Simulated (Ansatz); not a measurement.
## BaCaCeZrO₆: a run for the field gradients

```yaml
crystal:
  lattice:
    - [5.9736027907, 0.0, 0.0]
    - [4.4104e-05, 6.0468598182, 0.0]
    - [0.036808836, 0.0403702663, 8.5438546216]
  atoms:
    - { symbol: Ba, position: [0.49347272, 0.46814543, 0.25019269] }
    - { symbol: Ba, position: [0.50652728, 0.53185457, 0.74980731] }
    - { symbol: Ca, position: [0.00724136, 0.96310902, 0.25220993] }
    - { symbol: Ca, position: [0.99275864, 0.03689098, 0.74779007] }
    - { symbol: Ce, position: [0.0, 0.5, 0.0] }
    - { symbol: Ce, position: [0.5, 0.0, 0.5] }
    - { symbol: Zr, position: [0.5, 0.0, 0.0] }
    - { symbol: Zr, position: [0.0, 0.5, 0.5] }
    - { symbol: O, position: [0.78829416, 0.80535807, 0.93788322] }
    - { symbol: O, position: [0.715002, 0.29720629, 0.52917065] }
    - { symbol: O, position: [0.21170584, 0.19464193, 0.06211678] }
    - { symbol: O, position: [0.284998, 0.70279371, 0.47082935] }
    - { symbol: O, position: [0.70224898, 0.28316706, 0.96642114] }
    - { symbol: O, position: [0.80888838, 0.79235703, 0.55948922] }
    - { symbol: O, position: [0.29775102, 0.71683294, 0.03357886] }
    - { symbol: O, position: [0.19111162, 0.20764297, 0.44051078] }
    - { symbol: O, position: [0.60694194, 0.99952072, 0.24156476] }
    - { symbol: O, position: [0.93525841, 0.56486347, 0.25851571] }
    - { symbol: O, position: [0.39305806, 0.00047928, 0.75843524] }
    - { symbol: O, position: [0.06474159, 0.43513653, 0.74148429] }
kpoints:
  mp_grid: { grid: [4, 4, 3] }
scf:
  occupations: { method: fermi_dirac, width: 0.02 }
  mixing: { algorithm: anderson, beta: 1.5, ndim: 1, preconditioner: none }
  max_iter: 50
hamiltonian:
  xc: pbe
  pseudopotentials: { kind: paw }
output:
  forces: true
  stress: true
  populations: true
  efg:
    quadrupole_moments_barn: { Ba: 0.236, Ca: -0.0408, Zr: -0.176, O: -0.02558 }
    contact_densities: true
```

```sh
ansatz run input.yaml --threads 1 --pin off --max-ram 2560MiB --backend cpu --events-out ev --progress --plain --runs-dir out
```

Question: What happens when this input is run?

Answer: The program refused the input. The input holds mixing far too strong. The program says:

```
Error: invalid value for `scf.mixing.beta`: must be finite and in (0, 1]; got 1.5
```

Against a sound input the change was `scf.mixing`: not typed → {algorithm: anderson, beta: 1.5, ndim: 1, preconditioner: none}; `scf.max_iter`: not typed → 50.

With the sound settings the run converges and gives V_zz (10²¹ V/m²) Ba 3.80 (η 0.75), Ca -3.70 (η 0.05), Ce5 -10.64 (η 0.42), Ce6 -8.93 (η 0.19), Zr7 -4.17 (η 0.28), Zr8 -4.82 (η 0.27), among others; a site carries the number of its first atom in the input. Without spin–orbit coupling the gradients at and beside Ce can be off by some per cent, at some sites by more.
